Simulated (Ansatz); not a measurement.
**Equation of state of SnTe from a dense series**

```xyz
2
Lattice="0.0000 3.1565 3.1565 3.1565 0.0000 3.1565 3.1565 3.1565 0.0000" Properties=species:S:1:pos:R:3 pbc="T T T"
Sn    0.0000    0.0000    0.0000
Te    3.1565    3.1565    3.1565
```

Atom numbers follow the list: Sn1, Te2.

The cell is COD entry 9008726, as deposited and not checked against the literature; nothing was relaxed.

No spin–orbit coupling, which matters for the heavy atoms here.

Computed with DFT, PBEsol, all-electron LAPW, scalar-relativistic in Ansatz 0.2.0.

Settings: a Γ-centred 11×11×11 k mesh, Fermi–Dirac smearing of 0.08 eV, basis error target 0.25 meV/atom, no spin polarisation.

The cell is scaled evenly. Fractional coordinates are held (clamped ions).

```json
{"V (Å³/atom)": "29.563", "P (GPa)": "2.65"}
{"V (Å³/atom)": "30.192", "P (GPa)": "1.47"}
{"V (Å³/atom)": "30.821", "P (GPa)": "0.42"}
{"V (Å³/atom)": "31.135", "P (GPa)": "-0.07"}
{"V (Å³/atom)": "31.450", "P (GPa)": "-0.53"}
{"V (Å³/atom)": "31.764", "P (GPa)": "-0.96"}
{"V (Å³/atom)": "32.079", "P (GPa)": "-1.38"}
{"V (Å³/atom)": "33.337", "P (GPa)": "-2.81"}
```

Q: Fit a third-order Birch–Murnaghan curve to the pressures.

A: P = (3B0/2)(y^(7/2) − y^(5/2))[1 + (3/4)(B0′ − 4)(y − 1)] with y = (V0/V)^(2/3) fits within 0.01 GPa for V0 = 31.089 Å³/atom, B0 = 47.0 GPa and B0′ = 4.46.

Q: Predict the pressure at the withheld volume, 32.708 Å³/atom.

A: There y = 0.9667, so the fit gives -2.13 GPa; the run gave -2.13 GPa.
